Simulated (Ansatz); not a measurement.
# Computed properties of GaCuBr4

GaCuBr4:
```
GaCuBr4
1.0
    5.77763     0.00000     0.00000
    0.00000     5.77763     0.00000
    0.00000     0.00000    10.61681
Ga Cu Br
2 2 8
Direct
  0.00000   0.50000   0.25000
  0.50000   0.00000   0.75000
  0.00000   0.00000   0.00000
  0.00000   0.00000   0.50000
  0.23965   0.26493   0.12402
  0.26493   0.76035   0.87598
  0.76035   0.73507   0.12402
  0.73507   0.23965   0.87598
  0.23965   0.73507   0.37598
  0.26493   0.23965   0.62402
  0.76035   0.26493   0.37598
  0.73507   0.76035   0.62402
```

Space group P-42c (No. 112); conventional cell a = 5.778 Å, b = 5.778 Å, c = 10.617 Å, α = 90.00°, β = 90.00°, γ = 90.00°.

Method: r²SCAN (plane waves, PAW; program Ansatz). Structure relaxed to zero pressure with the same functional. Other levels are named where they apply.

**Cell and energy**

```
Quantity                                                      Result
-----------------------------------------------------  -------------
Volume per atom                                             29.53 Å³
Density                                                   4.24 g/cm³
Formation energy from the elements (no fitted shifts)  -0.78 eV/atom
```

**Electronic structure**

```
Quantity                                                                        Value
------------------------------------------------  -----------------------------------
Band gap                                                           2.01 eV (indirect)
Valence-band maximum                                                             at M
Conduction-band minimum                                                          at Γ
Smallest direct gap on the standard path                                      2.06 eV
Electron effective mass                                           0.42 mₑ (isotropic)
Electron effective mass with spin–orbit coupling                  0.42 mₑ (isotropic)
Hole effective mass                               1.1, 3.5, 3.5 mₑ (principal values)
Hole effective mass with spin–orbit coupling      1.2, 3.6, 3.6 mₑ (principal values)
HSE06 gap on the r²SCAN cell                                                  3.30 eV
Gap with spin–orbit coupling                                                  1.99 eV
```

**Mechanics**

```
Quantity                               Value
----------------------------------  --------
Bulk modulus (Birch–Murnaghan fit)  12.6 GPa
Pressure derivative B′                   7.3
```

**Charges**

```
Quantity                                Value
-------------  ------------------------------
Bader charges  Ga +1.38, Cu +0.56, Br -0.48 e
```

The first step of the workflow began from a Materials Project structure, measured or hypothetical; the Crystallography Open Database copy checked does not list it. Its standing as an ambient phase is unchecked. The r²SCAN relaxation kept the symmetry of its start; whether a distortion lowers the energy is not shown. The run is not spin-polarised. The references are the lowest solids computed at this level, not always the standard phases. Scalar-relativistic: spin–orbit coupling is off unless named, which matters more the heavier the elements.

Potentials: the later of the program's two PAW sets.
